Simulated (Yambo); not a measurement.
```
CELL_PARAMETERS angstrom
      3.32626    -4.19431     0.00000
      3.32626     4.19431     0.00000
     -1.16029     0.00000     4.40835
ATOMIC_POSITIONS crystal
  O  0.62606 0.93020 0.27708
  O  0.37394 0.06980 0.72292
  O  0.06980 0.37394 0.72292
  O  0.93020 0.62606 0.27708
  O  0.38011 0.38011 0.21278
  O  0.61989 0.61989 0.78722
  O  0.00000 0.00000 0.00000
  P  0.78545 0.78545 0.09292
  P  0.21455 0.21455 0.90708
  Zn 0.30934 0.69066 0.50000
  Zn 0.69066 0.30934 0.50000
```

Zn₂P₂O₇ (space group C2/m, No. 12): mean Im ε in 1 eV windows above the direct gap of 6.48 eV, for different electron-hole kernels (Yambo, broadening 0.15 eV, PBEsol (Quantum ESPRESSO, PseudoDojo norm-conserving, 84 Ry, without SOC) bands; 4×4×4 mesh, 23 valence and 6 conduction bands, static screening with 91 bands and a 3 Ry block, scissor 2.37 eV, Tamm-Dancoff; field along x).

```json
[
 {"window (eV)": "6.5 to 7.5", "independent quasiparticles": "0.1", "RPA (no attraction)": "0.1", "BSE": "2.2"},
 {"window (eV)": "7.5 to 8.5", "independent quasiparticles": "0.8", "RPA (no attraction)": "0.6", "BSE": "3.4"},
 {"window (eV)": "8.5 to 9.5", "independent quasiparticles": "2.0", "RPA (no attraction)": "1.7", "BSE": "3.3"},
 {"window (eV)": "9.5 to 10.5", "independent quasiparticles": "2.2", "RPA (no attraction)": "2.0", "BSE": "3.1"}
]
```

This run doesn't resolve bound excitons or single peaks, so only averages are given, and they too depend on the mesh; weight that the attraction moves below the gap isn't listed. All transitions below 11.04 eV are in the band window. The scissor comes from a G0W0 run whose convergence isn't established.

Geometry of the Materials Project entry, not relaxed at this level.

The structure is a Materials Project entry; no match was found in the copy of COD used, and its stability was not checked.

With a shallow 3d shell G0W0 needs far more bands and larger blocks than here, so the scissor is uncertain by tenths of an eV or more.
